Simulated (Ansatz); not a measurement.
## La5Zn2Sn: reading a single point

```xyz
16
Lattice="-4.1139 4.1139 7.0811 4.1139 -4.1139 7.0811 4.1139 4.1139 -7.0811" Properties=species:S:1:pos:R:3 pbc="T T T"
La    5.4868    1.3728    2.1035
La    2.7411    1.3728    9.1846
La   -1.3728    2.7411    9.1846
La    1.3728    2.7411    2.1035
La    1.3728    2.7411   -2.1035
La   -1.3728    2.7411    4.9776
La    2.7411    1.3728    4.9776
La    5.4868    1.3728   -2.1035
La    0.0000    0.0000    0.0000
La    0.0000    0.0000    7.0811
Zn    1.0189    5.1328    0.0000
Zn    3.0951    1.0189    0.0000
Zn    3.0951   -1.0189    7.0811
Zn    1.0189    3.0951    7.0811
Sn    0.0000    0.0000    3.5405
Sn    0.0000    0.0000   10.6216
```

The numbers come from plane-wave PAW DFT (Ansatz): r2SCAN, no spin polarisation, 500 eV, 6×6×6 Γ-centred k points, fermi-dirac occupations (width 0.1 eV). Nothing was relaxed.

- Stress: The pressure is 1.4 GPa (compression positive), so with the atoms held at these fractions the cell would first expand.
- Electronic structure: It is a metal, with about 21 states/eV a cell as the mean within 0.25 eV of the Fermi level, mostly La d (74 %).
- Formation energy: -0.41 eV an atom against the elements' usual phases (free molecules for gases, crystals otherwise, with no correction for O₂ or N₂), so it is bound against them; other compounds may still compete. Relaxing would lower it.
- Charges: Bader charges in e: La +0.92 to +1.01, Zn -1.37, Sn -1.95. In the mean La gives up most and Sn takes most.

Origin: a database entry at a rescaled volume. Caveats: many states at the Fermi level without spin polarisation, so a magnetic state may lie lower; f levels without a U or exact exchange are poorly placed.
